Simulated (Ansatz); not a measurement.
The calculation used Ansatz 0.2.0, DFT PBE, scalar-relativistic, plane waves, PAW. Settings: cutoff 420 eV, Γ-centred meshes spaced at most about 0.3 Å⁻¹ (2π included), Gaussian smearing. No spin polarisation in the final relaxations.

Temperature and zero-point effects are left out.

Compare these two cells of AlGa₃As₄, each relaxed at this level.

A.

```
Al Ga As
1.0
    -2.87020    2.87020    5.74085
     2.87020   -2.87020    5.74085
     2.87020    2.87020   -5.74085
Al Ga As
1 3 4
Direct
  0.50000 0.50000 0.00000
  0.00000 0.00000 0.00000
  0.25000 0.75000 0.50000
  0.75000 0.25000 0.50000
  0.87408 0.87408 0.49887
  0.37521 0.37521 0.50113
  0.12592 0.62479 0.00000
  0.62479 0.12592 0.00000
```

B.

```
Al Ga As
1.0
     5.74041    0.00000    0.00000
     0.00000    5.74041    0.00000
     0.00000    0.00000    5.74041
Al Ga As
1 3 4
Direct
  0.50000 0.50000 0.50000
  0.50000 0.00000 0.00000
  0.00000 0.00000 0.50000
  0.00000 0.50000 0.00000
  0.74932 0.25068 0.74932
  0.74932 0.74932 0.25068
  0.25068 0.25068 0.25068
  0.25068 0.74932 0.74932
```

Task: Which placement of the atoms is lower in energy, and by how much?

Result: They are level within the accuracy (under 1 meV/atom apart). The two share one framework of sites and differ in which element sits where. A has Al and Ga ordered on zinc blende sites, space group I-42m (No. 121), 23.6 Å³/atom and a gap of 0.57 eV on its mesh; B has Al and Ga ordered on zinc blende sites, space group P-43m (No. 215), 23.6 Å³/atom and a gap of 0.54 eV. Counting As atoms around Al and Ga (those within 1.25 times the shortest such distance or 1.15 times the sum of covalent radii), A and B both have Al 4, Ga 4. Both come from invented guesses.

Kohn–Sham gaps at this level usually fall short of measured ones. With atoms moved at random, P-43m came back. Other cells relaxed within their symmetry can be saddle points.
